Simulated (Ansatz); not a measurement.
Problem. Each is relaxed and computed with r²SCAN (plane waves, PAW; program Ansatz). Which is the only one with a gap?
A. SrTiO3, I4/mcm (Sr on 4b, Ti on 4c, O on 8h, O on 4a)
B. TiSb2, I4/mcm (Ti on 4a, Sb on 8h)
C. TiP, P6_3/mmc (Ti on 4f, P on 2a, P on 2d)
D. SrAs2Rh2, I4/mmm (Sr on 2a, As on 4e, Rh on 4d)

Solution. A, SrTiO3, I4/mcm (Sr on 4b, Ti on 4c, O on 8h, O on 4a). SrTiO3: gap 2.31 eV (direct); TiSb2: metal; SrAs2Rh2: metal; TiP: metal. Not the usual ambient phase: SrTiO3, I4/mcm (Sr on 4b, Ti on 4c, O on 8h, O on 4a). Standing as an ambient phase not checked: TiSb2, I4/mcm (Ti on 4a, Sb on 8h); SrAs2Rh2, I4/mmm (Sr on 2a, As on 4e, Rh on 4d); TiP, P6_3/mmc (Ti on 4f, P on 2a, P on 2d). All cells were relaxed under the symmetry of their starts (and spin orders); stability against distortions was not tested throughout. Rows with no word on spin ran without spin polarisation. Spin–orbit coupling is left out wherever it is not named.

Potentials: the later of the program's two PAW sets.
